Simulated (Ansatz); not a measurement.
SnSe₂:
```xyz
3
Lattice="3.8218 0.0000 0.0000 -1.9109 3.3098 0.0000 0.0000 0.0000 33.0000" Properties=species:S:1:pos:R:3 pbc="T T F"
Se     1.9109     1.1033    18.0759
Sn     0.0000     0.0000    16.5000
Se     0.0000     2.2065    14.9241
```
Free-standing layer in the xy plane with vacuum along z and no interaction between images.

Relaxed with r²SCAN+D4. DFT-r²SCAN+D4 in the program Ansatz with PAW potentials gives a gap of 1.12 eV.

What gap does HSE06 give on the same cell (Ansatz, PAW)?

1.48 eV, 0.36 eV more. The hybrid was solved on a coarser mesh and at special points; its gap is the smallest among all of these.

```
k  v1 r²SCAN+D4  c1 r²SCAN+D4  v1 HSE06  c1 HSE06
-  ------------  ------------  --------  --------
Γ         -0.09          2.07         …         …
M         -0.34          1.12     -0.37      1.48
K         -0.85          2.22         …         …
```

Top valence (v1) and lowest conduction level (c1) in eV from each method's valence maximum (which need not be a listed point): supply the withheld HSE06 values.


- Γ, v1 HSE06: -0.10
- Γ, c1 HSE06: 2.40
- K, v1 HSE06: -0.94
- K, c1 HSE06: 2.67

Cost on shared cores: the r²SCAN+D4 run (SCF on a 12×12×1 mesh, then bands and DOS) about 4 core-minutes (a rough figure), the HSE06 run (SCF on 9×9×1, then a few points) very roughly 20 core-minutes; the tasks are unlike.

Space group P-3m1 (1T). A layer that has been made, often on a substrate. Symmetry was held in the r²SCAN+D4 relaxation; whether a distortion lowers the energy is not shown. Spin–orbit coupling is left out wherever it is not named.

Potentials: the later of the program's two PAW sets.
